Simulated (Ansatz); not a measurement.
BaTiO$_{3}$ (tetragonal-perovskite type, space group P4mm)

```xyz
5
Lattice="3.9722 0.0000 0.0000 0.0000 3.9722 0.0000 0.0000 0.0000 4.1130" Properties=species:S:1:pos:R:3 pbc="T T T"
Ti     1.9861     1.9861     1.8605
Ba     0.0000     0.0000     3.8425
O      1.9861     1.9861     3.6818
O      1.9861     0.0000     1.6951
O      0.0000     1.9861     1.6951
```

The volume is varied about the relaxed value V₀ at fixed cell shape. The atoms relax within the cell's symmetry.

The numbers are results of r2SCAN (plane waves to 500 eV, PAW, scalar-relativistic; Ansatz, a quantum-chemistry and plane-wave program), not measurements. k mesh 8×8×8 (Γ-centred), Fermi-Dirac smearing 0.05 eV. Energies are smeared free energies. Stress and pressure are positive under compression. With the shape held, the modulus is that of even scaling; a crystal free to change shape is softer. BaTiO3 is run without spin polarisation. BaTiO3 was relaxed with its symmetry unable to fall. The zero of ΔE is the relaxed starting cell.

```json
[
 {"V (Å³/atom)": "11.681", "ΔE (meV/atom)": "72.8"},
 {"V (Å³/atom)": "12.006", "ΔE (meV/atom)": "38.6"},
 {"V (Å³/atom)": "12.330", "ΔE (meV/atom)": "16.2"},
 {"V (Å³/atom)": "12.655", "ΔE (meV/atom)": "3.8"},
 {"V (Å³/atom)": "12.979", "ΔE (meV/atom)": "0.0"},
 {"V (Å³/atom)": "13.304", "ΔE (meV/atom)": "withheld"},
 {"V (Å³/atom)": "13.628", "ΔE (meV/atom)": "13.2"},
 {"V (Å³/atom)": "13.953", "ΔE (meV/atom)": "28.3"},
 {"V (Å³/atom)": "14.277", "ΔE (meV/atom)": "48.0"}
]
```

Q: Fit a third-order Birch-Murnaghan form (E₀, V₀, B₀, B₀′ free) to the given rows and predict ΔE at V = 13.304.

A: Least squares on the 8 given rows: ΔE = E₀ + (9V₀B₀/16)·y²·[2 + (B₀′ − 4)y], y = (V₀/V)^(2/3) − 1, with V₀ = 12.978 Å³/atom, B₀ = 144.4 GPa (160.2 GPa = 1 eV/Å³; the term in eV is multiplied by 1000), B₀′ = 5.25, E₀ = -0.03 meV/atom; root-mean-square residual 0.04 meV/atom. At 13.304 the fit gives 3.5 meV/atom; the calculation gives 3.5 meV/atom, the same to the digits shown. For the pressure the fit gives -3.4 GPa against the computed -3.3 GPa.

(A scan under strain: stresses follow from slopes of the energy per volume, elastic moduli from its curvatures.)
